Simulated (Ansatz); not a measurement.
The relaxed structure here is a generated cell of AlN: the first start was made by placing the elements on the sites of a structure type, and the end was not matched to a known phase here, so it may be hypothetical. Known forms of AlN include space group No. 186, 216.

A structure of AlN relaxed with PBEsol (plane waves to 420 eV, PAW, scalar-relativistic; Ansatz, a first-principles code); single points at other levels follow on the same geometry (Ansatz, PAW; HSE06 at 420 eV on a 8×8×8 k-mesh; no spin-orbit coupling). Space group R3m (No. 160).

Space group R3m, hexagonal axes (No. 160); a = b = 8.489 Å, c = 2.711 Å, α = β = 90.00°, γ = 120.00°

```csv
atom,site,symmetry,x,y,z
Al,9b,.m,0.4607,0.2303,0.2423
N,9b,.m,0.2103,0.1051,0.3866
```
(The calculation used a cell of 6 atoms; values per cell refer to that cell.)

| level | gap (eV) | kind | conduction minimum |
|---|---|---|---|
| PBEsol | 1.73 | indirect | 12 % of the way from P2 to Γ |
| HSE06 | ___ | – | ___ |

Question: Fill in the missing entries.

Answer: 
- HSE06, gap (eV): 2.97
- HSE06, conduction minimum: k = (0.1671, 0.1671, 0.1671)

HSE06 gaps come from a coarse mesh plus a few chosen points, so they may be too large. No spin polarisation in the result.

The run could not lose the symmetry of its start, so the end can be a saddle point.
